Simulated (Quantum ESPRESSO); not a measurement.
Convergence of NMR parameters in AgCl

```
CELL_PARAMETERS angstrom
      0.00000     2.77266     2.77266
      2.77266     0.00000     2.77266
      2.77266     2.77266     0.00000
ATOMIC_POSITIONS crystal
  Ag 0.00000 0.00000 0.00000
  Cl 0.50000 0.50000 0.50000
```
Geometry: a computed entry of the Materials Project; it was not checked against measured cells. It is AgCl in Fm-3m. Stability against distortions was not tested. The run has no spin polarisation.

Method: σ by PBE GIPAW (a modified build of Quantum ESPRESSO, JTH PAW datasets). The cutoff rises from row to row, with the meshes as listed. Shieldings are absolute and leave out the bulk-susceptibility term; a larger σ means a smaller chemical shift. Spin–orbit coupling is left out; its weight grows with the heaviest atom, Ag here. No d partial waves on Cl: the paramagnetic term there is incompletely reconstructed. The band gap at this level is small, which makes the paramagnetic part of σ large and sensitive to the functional. Static lattice: thermal averaging is not included.

```csv
setting,cutoff (Ha),k-mesh
A,13,4×4×4 through Γ
B,15,6×6×6 shifted
C,25,8×8×8 shifted
D,35,11×11×11 shifted
```

Task: From which setting on does σ_iso Ag (ppm) stay within 2 of the tightest run?

Result: From C on. Differences from the tightest run: A -143.4, B 5.5, C 0.4.

| setting | cutoff (Ha) | k-mesh | σ_iso Ag (ppm) | σ_iso Cl (ppm) | f-sum rule missed by (%) |
|---|---|---|---|---|---|
| A | 13 | 4×4×4 through Γ | 3235.3 | 750.8 | 0.94 |
| B | 15 | 6×6×6 shifted | 3384.2 | 895.9 | 0.01 |
| C | 25 | 8×8×8 shifted | 3379.1 | 893.9 | 0.00 |
| D | 35 | 11×11×11 shifted | 3378.7 | 894.0 | 0.00 |
